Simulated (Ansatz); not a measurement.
Below is a relaxed structure of Al₂P₃. The cell was found from a structure generator's guess, not taken from experiment.

Level of theory: Ansatz 0.2.0, DFT PBE, scalar-relativistic, plane waves, PAW. Cutoff 420 eV, Γ-centred mesh, Gaussian smearing, no spin polarisation.

```
Al P
1.0
     4.59945    0.00000    0.00000
    -2.29972    3.98324    0.00000
     0.00000    0.00000    6.67883
Al P
2 3
Direct
  0.33333 0.66667 0.00000
  0.66667 0.33333 0.00000
  0.00000 0.00000 0.34613
  0.00000 0.00000 0.65387
  0.00000 0.00000 0.00000
```

Energies over the elements count from the elements' standard structures at the same level, with no fitted energy shifts. The references include black phosphorus.

(1) What space group does it have?

(2) What is its formation energy per atom?

(3) Is it a metal?

## Answers

(1) P6/mmm (No. 191). Conventional cell: a = 4.599 Å, c = 6.679 Å. Al is surrounded by 3 Al at 2.66 Å and 3 P at 2.66 Å; P on a site of symmetry 6mm has 1 P at 2.06 Å and 1 P at 2.31 Å; P on a site of symmetry 6/mmm is surrounded by 2 P at 2.31 Å and 6 Al at 2.66 Å.

(2) +0.68 eV/atom. It can't be a ground state, since the elements alone are lower.

(3) Yes, bands cross the Fermi level on the 12×12×6 mesh.

The last run used a 12×12×6 mesh (in the run's order of axes) for its 5-atom cell and Gaussian smearing of 0.10 eV. An odd number of electrons in the primitive cell allows no gap without spin; a larger cell or a magnetic state could open one. The cell is a metal run without spin; a magnetic state may lie lower. The reference form of P is held partly by dispersion forces, which this level lacks. Symmetry constrained the relaxation, so the result can be a saddle point. Another cell of Al2P3 relaxed alike, in Pmmn, lies 0.87 eV/atom lower, so this cell isn't the stable form at this level.
